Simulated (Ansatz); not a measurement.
This InTe4 structure is the end of a relaxation. The cell was found from a structure generator's guess, not taken from experiment.

Method: DFT PBE, scalar-relativistic, plane waves, PAW in Ansatz. Cutoff 420 eV, Γ-centred mesh, Gaussian smearing, no spin polarisation.

```
CELL_PARAMETERS angstrom
6.44938 0.00000 0.00000
-3.22469 5.58533 0.00000
0.00000 0.00000 6.17257
ATOMIC_POSITIONS crystal
In 0.00000 0.00000 0.50000
Te 0.50000 0.00000 0.00000
Te 0.00000 0.50000 0.00000
Te 0.50000 0.50000 0.00000
Te 0.00000 0.00000 0.00000
```

Formation energies are uncorrected and refer to the elements' standard structures at the same level.

Question: Find its symmetry and describe it.

Answer: P6/mmm (No. 191). Conventional cell: a = 6.449 Å, c = 6.173 Å. Around In lie 2 Te at 3.09 Å; Te on a site of symmetry mmm has 6 Te at 3.22 Å; around Te on a site of symmetry 6/mmm lie 2 In at 3.09 Å and 6 Te at 3.22 Å.

Question: What is its formation energy per atom?

Answer: +0.30 eV/atom. The separate elements lie lower, so it is unstable against them.

Question: Is it a metal?

Answer: Yes, bands cross the Fermi level on the 6×6×6 mesh.

The last run used a 6×6×6 mesh for its 5-atom cell and Gaussian smearing of 0.10 eV. These runs have no spin–orbit coupling, which can matter for Te. An odd number of electrons in the primitive cell allows no gap without spin; a larger cell or a magnetic state could open one. The cell is a metal run without spin; a magnetic state may lie lower. The reference form of Te is held partly by dispersion forces, which this level lacks. Symmetry constrained the relaxation, so the result can be a saddle point. Another cell of InTe4 relaxed alike, in P4/mmm, lies 229 meV/atom lower, so this cell isn't the stable form at this level.
